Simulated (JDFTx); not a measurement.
System: silicon dioxide molecule, SiO2 (SMILES O=[Si]=O), charge 0, multiplicity 1; geometry: optimised with GFN2-xTB in vacuum (no frequencies checked; largest PBE force component 2.0 eV/Å). Coordinates in Å:
```xyz
3

O     -1.491     0.000     0.000
Si     0.000     0.000     0.000
O      1.491     0.000     0.000
```

Level of theory: PBE, GBRV ultrasoft potentials, plane waves to 20/100 Ha; code: JDFTx (a modified build). Liquid: CANDLE, water, 1 M NaF. The liquid run sits in a periodic box with 4.5 Å from the outermost atoms to the faces; the vacuum run is isolated. The box matters at about 0.01 eV. The solvation energy is E(in liquid) − E(vacuum) at fixed geometry, with no thermal, conformational or standard-state terms added.

The values are those of the intact species: the continuum can't coordinate to it or react with it.

```yaml
solvation_energy: -12.5 kcal/mol
"part: cavitation term of the fluid": 7.7 kcal/mol
"part: dispersion term of the fluid": -5.8 kcal/mol
"part: electrostatic term of the fluid": -20.3 kcal/mol
"part: distortion of the solute's electrons": 5.9 kcal/mol
"highest occupied level in vacuum (zero: vacuum level)": -8.49 eV
"highest occupied level in the liquid (zero: bulk electrolyte)": -7.95 eV
volume of the model's cavity: 156.9 Å³
rough_cost_vacuum_and_liquid_run: 90 s and 100 s of core time
```
